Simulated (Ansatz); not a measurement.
Consider the following.

Relaxed CoSi2 (fluorite type, space group Fm-3m):

```
CELL_PARAMETERS angstrom
      0.00000     2.65735     2.65735
      2.65735     0.00000     2.65735
      2.65735     2.65735     0.00000
ATOMIC_POSITIONS crystal
  Co 0.00000 0.00000 0.00000
  Si 0.25000 0.25000 0.25000
  Si 0.75000 0.75000 0.75000
```

In each cell atom 1 (Co, nearest neighbour Si at 2.301 Å; its periodic images, 3.8 Å or more away, move with it) moves by s·(0.000, 0.000, 1.000) (along Cartesian z), the rest being held.

These are r2SCAN (plane waves to 500 eV, PAW, scalar-relativistic; Ansatz, a quantum-chemistry and plane-wave program) values and carry that method's errors. k mesh 12×12×12 (Γ-centred), Fermi-Dirac smearing 0.05 eV. The energy includes the smearing's −TS. With partly filled bands, energies and forces of such displacements shift with the k mesh and the smearing. CoSi2 is run without spin polarisation. CoSi2 was relaxed with its symmetry unable to fall. The PAW data are Ansatz's earlier set. The zero of ΔE is the undisplaced structure.

The scan covers s from -0.690 to 0.690 Å in 11 points.

Question: Is this a single well or a double well?

Answer: A single well with its minimum at or next to zero displacement.

Question: Is the energy the same for equal positive and negative displacements?

Answer: Even: the same for both signs. With its periodic images moving along, the atom's site symmetry in this cell is m-3m.

Question: What force acts on the atom along the line at s = -0.690 Å?

Answer: 7.35 eV/Å.

Question: What is the force constant k = d²E/ds² of this move at s = 0?

Answer: 12.8 eV/Å².

(A displaced cell: forces are minus the slopes of the energy, force constants its curvatures, and phonons follow from these.)
